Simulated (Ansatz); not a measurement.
Ansatz (an electronic-structure program) input:

Ansatz 0.2 input:
```yaml
crystal:
  lattice:
    - [0.0, 2.8144215913, 2.8144215913]
    - [2.8144215913, 0.0, 2.8144215913]
    - [2.8144215913, 2.8144215913, 0.0]
  atoms:
    - { symbol: Al, position: [0.0, 0.0, 0.0] }
    - { symbol: As, position: [0.25, 0.25, 0.25] }
kpoints:
  mp_grid: { grid: [9, 9, 9] }
hamiltonian:
  xc: lda
  pseudopotentials: { azcp: { folder: ./paw }, kind: paw }
scf:
  occupations: { method: fixed }
elastic: { mode: relaxed_ion, stencil: two_point, amplitude: 0.005, f_tol: 0.0005 }
output: { polarization: {} }
```

Output (shortened):

```
Pseudopotential: Al, paw, valence charge 3
Pseudopotential: As, paw, valence charge 15
Functional definition: SPW92
Crystal: 2 atoms, lattice volume = 44.586 Å³
Basis set: ecut = 420 eV, 893 PW (Γ)
Bands: 13, of which v1, the nominal top of the filled ones, is band 9 counted from 1 (8 counted from 0)
Symmetry: 24 space group operations
Space group: F-43m (ITA 216), of the structure as read, at distance tolerance 3.5e-5 Å
k-points: 35 of 729 (time reversal used)
SCF 1 converged in 9 iterations: F = -5287.495204 eV  dr2 = 3.91e-14
Crystal: 2 atoms, lattice volume = 44.363 Å³
Symmetry: 8 space group operations
k-points: 75 of 729 (time reversal used)
SCF 2 converged in 9 iterations: F = -5287.494809 eV  dr2 = 2.41e-15
Crystal: 2 atoms, lattice volume = 44.809 Å³
SCF 3 converged in 9 iterations: F = -5287.494814 eV  dr2 = 9.79e-15
Crystal: 2 atoms, lattice volume = 44.586 Å³
Symmetry: 4 space group operations
k-points: 125 of 729 (time reversal used)
SCF 4 converged in 9 iterations: F = -5287.494930 eV  dr2 = 2.60e-14
relax step   1: F+E_penalty+E_count = -5287.49493042 eV  Δ(F+E_penalty+E_count) = +0.000e0 eV  max|allowed force component| = 4.020e-2 eV/Å  Δτ_max = 0.0000 Å  (9 SCF iters, accepted)
Crystal: 2 atoms, lattice volume = 44.586 Å³
SCF 5 converged in 8 iterations: F = -5287.495011 eV  dr2 = 1.48e-15
relax step   2: F+E_penalty+E_count = -5287.49501150 eV  Δ(F+E_penalty+E_count) = -8.108e-5 eV  max|allowed force component| = 9.820e-3 eV/Å  Δτ_max = 0.0016 Å  (8 SCF iters, accepted)
Crystal: 2 atoms, lattice volume = 44.586 Å³
SCF 6 converged in 7 iterations: F = -5287.495017 eV  dr2 = 1.89e-14
relax step   3: F+E_penalty+E_count = -5287.49501664 eV  Δ(F+E_penalty+E_count) = -5.146e-6 eV  max|allowed force component| = 4.340e-7 eV/Å  Δτ_max = 0.0005 Å  (7 SCF iters, accepted)
Crystal: 2 atoms, lattice volume = 44.586 Å³
SCF 7 converged in 2 iterations: F = -5287.495017 eV  dr2 = 8.59e-16
Crystal: 2 atoms, lattice volume = 44.586 Å³
SCF 8 converged in 9 iterations: F = -5287.494930 eV  dr2 = 2.69e-14
relax step   1: F+E_penalty+E_count = -5287.49493042 eV  Δ(F+E_penalty+E_count) = +0.000e0 eV  max|allowed force component| = 4.020e-2 eV/Å  Δτ_max = 0.0000 Å  (9 SCF iters, accepted)
Crystal: 2 atoms, lattice volume = 44.586 Å³
SCF 9 converged in 8 iterations: F = -5287.495011 eV  dr2 = 1.51e-15
relax step   2: F+E_penalty+E_count = -5287.49501150 eV  Δ(F+E_penalty+E_count) = -8.108e-5 eV  max|allowed force component| = 9.820e-3 eV/Å  Δτ_max = 0.0016 Å  (8 SCF iters, accepted)
Crystal: 2 atoms, lattice volume = 44.586 Å³
SCF 10 converged in 7 iterations: F = -5287.495017 eV  dr2 = 2.58e-14
relax step   3: F+E_penalty+E_count = -5287.49501664 eV  Δ(F+E_penalty+E_count) = -5.146e-6 eV  max|allowed force component| = 4.297e-7 eV/Å  Δτ_max = 0.0005 Å  (7 SCF iters, accepted)
Crystal: 2 atoms, lattice volume = 44.586 Å³
SCF 11 converged in 2 iterations: F = -5287.495017 eV  dr2 = 1.24e-15
SCF converged after 9 iterations
Free energy (F): -5287.495204 eV
Harris-Foulkes:  -5287.495204 eV  (|F-HF|=0.00e0)
Internal energy: -5287.495204 eV  (E = F + TS)
E sigma→0 (E₀):  -5287.495204 eV
Fermi energy:    6.044677 eV
--- Per-component energies (eV) ---
  E_band       = -274.283139
  E_kinetic    = 121.807304
  E_local      = -2373.694370  (includes V_loc(G=0)·N_el)
  E_nonlocal   = -378.879209
  E_hartree    = 1291.355041
  E_xc         = -107.991385
  E_vxc        = -103.981797  (∫ρ·V_xc dr)
  E_paw        = -2377.619350  (= ΣΔE_a)
  E_vpaw       = -122.245143  (= ΣTr[D̂ρ^β])
  E_aug_tail   = -0.000017  (compensation charges beyond the density's cutoff)
  E_ewald      = -1464.604164
  E_core_change = 2.130946  (= ΣΔE_core)
  E_smearing   =  0.000000  (= −TS)
  E_closure    =  0.000000  (closes the sum)
  Σ components = -5287.495204   (vs F -5287.495204, Δ=0.00e0)
--- Forces (eV/Å), atoms counted from 1 ---
  atom   1  Al     0.00000000     0.00000000     0.00000000
  atom   2  As     0.00000000     0.00000000     0.00000000
  max |Σ_I F_I| component: 1.79e-16 eV/Å
--- Stress (GPa, compression-positive) ---
        0.003491       0.000000       0.000000
        0.000000       0.003491       0.000000
        0.000000       0.000000       0.003491
  P = ⅓ Tr σ = 0.0035 GPa (0.035 kbar)
--- Band table (eV; the first three rows and the last of 35) ---
  k-point 0: bands = ["-28.4875", "-28.4875", "-28.4875", "-28.4763", "-28.4763", "-5.9585", "6.0447", "6.0447", "6.0447", "8.0289", "10.3420", "10.3420", "10.3420"]
  k-point 1: bands = ["-28.4874", "-28.4874", "-28.4874", "-28.4763", "-28.4763", "-5.8356", "4.8097", "5.9130", "5.9130", "8.7460", "10.5747", "10.5747", "10.6108"]
  k-point 2: bands = ["-28.4873", "-28.4871", "-28.4871", "-28.4763", "-28.4763", "-5.4876", "3.0230", "5.6331", "5.6331", "8.7008", "10.9304", "10.9304", "12.0445"]
  k-point 34: bands = ["-28.4872", "-28.4866", "-28.4855", "-28.4765", "-28.4758", "-3.9820", "0.9235", "2.7456", "3.4282", "10.0958", "11.2620", "11.4729", "13.2264"]
--- Elastic constants: 2 strain directions × 2 members + reference (group order 24) ---
  dense FFT box of the reference and of every strained cell: 27×27×27
  strains applied: 11, 23; error gains: componentwise 1.00 (the most a stress slope's error grows in a printed constant), spectral 1.73 (1 for all six strains …
  C = ∂σ_k/∂η_j (tension-positive GPa; Voigt order 11 22 33 23 13 12):
       112.558     57.025     57.025      0.000      0.000      0.000
        57.025    112.558     57.025      0.000      0.000      0.000
        57.025     57.025    112.558      0.000      0.000      0.000
         0.000      0.000      0.000     53.816      0.000      0.000
         0.000      0.000      0.000      0.000     53.816      0.000
         0.000      0.000      0.000      0.000      0.000     53.816
  reference stress σ⁰ (GPa):     -0.003     -0.003     -0.003      0.000      0.000      0.000
  moduli (Voigt/Reuss/Hill, GPa): K = 75.54/75.54/75.54   G = 43.40/39.13/41.26   E = 104.72   ν = 0.269
  mechanically stable: yes (min eigenvalue of sym C = 53.82 GPa)
  e, the proper piezoelectric tensor (elastic.mode: relaxed_ion; C/m²; rows x y z; Voigt order 11 22 33 23 13 12):
       0.00000    0.00000    0.00000   -0.03670    0.00000    0.00000
       0.00000    0.00000    0.00000    0.00000   -0.03670    0.00000
       0.00000    0.00000    0.00000    0.00000    0.00000   -0.03670
  ±, each entry's uncertainty from the finite density of the strings (C/m²), an estimate: the size of the correction for it that the entry includes:
       0.00000    0.00000    0.00000    0.00499    0.00000    0.00000
       0.00000    0.00000    0.00000    0.00000    0.00499    0.00000
       0.00000    0.00000    0.00000    0.00000    0.00000    0.00499
  strain η (Voigt 11):  stress-route row diagonal C_11 = 112.56 GPa, energy-path curvature d²(F+E_count+ΔE)/dδ²/Ω₀ = 112.56 GPa
         δ    σ_11 (GPa)             F (eV)   n_scf  n_hpsi   n_pw
    -5.000e-3      -0.5683       -5287.4948087       9   22174    893   relax 0 steps, max|allowed force component| 2.73e-17 eV/Å
     5.000e-3       0.5572       -5287.4948144       9   21794    895   relax 0 steps, max|allowed force component| 2.79e-17 eV/Å
  strain η (Voigt 23):  stress-route row diagonal C_44 = 53.82 GPa, energy-path curvature d²(F+E_count+ΔE)/dδ²/Ω₀ = 53.82 GPa
         δ    σ_23 (GPa)             F (eV)   n_scf  n_hpsi   n_pw
    -5.000e-3      -0.2691       -5287.4950166       2   14851    893   relax 3 steps, max|allowed force component| 4.34e-7 eV/Å
     5.000e-3       0.2691       -5287.4950166       2   14904    893   relax 3 steps, max|allowed force component| 4.30e-7 eV/Å
--- Formal polarisation (Berry phase): one branch of a lattice of values; only differences between neighbouring runs are physical ---
  axis  mesh            electronic          ionic      p = total  spread (rad)  least overlap  resolved gap  δp at fixed H ≤   (phases in cycles; p mod 1 …
  b1    9×9×9          -0.50000000     3.75000000     3.25000000      0.119285         0.8393        1.9843           2.1e-6
  b2    9×9×9          -0.50000000     3.75000000     3.25000000      0.119285         0.8393        1.9843           2.1e-6
  b3    9×9×9          -0.50000000     3.75000000     3.25000000      0.119285         0.8393        1.9843           2.1e-6
  quantum along a1:   0.08927024 e/Å² =   143.026690 µC/cm²
  quantum along a2:   0.08927024 e/Å² =   143.026690 µC/cm²
  quantum along a3:   0.08927024 e/Å² =   143.026690 µC/cm²
  P = (  0.41030334,   0.41030334,   0.41030334) e/Å² = (  657.378426,   657.378426,   657.378426) µC/cm²  (mod the quanta)
```

Cost: about 40 core-seconds (a rough figure) on shared cores.

The LDA relaxation kept the symmetry of its start. Spin–orbit coupling is left out wherever it is not named.

Potentials: the earlier of the program's two PAW sets. The files were generated under PBE; for other functionals the program regenerates the frozen cores, and for LDA and PBEsol the local potential too.

Ansatz is a plane-wave DFT program.
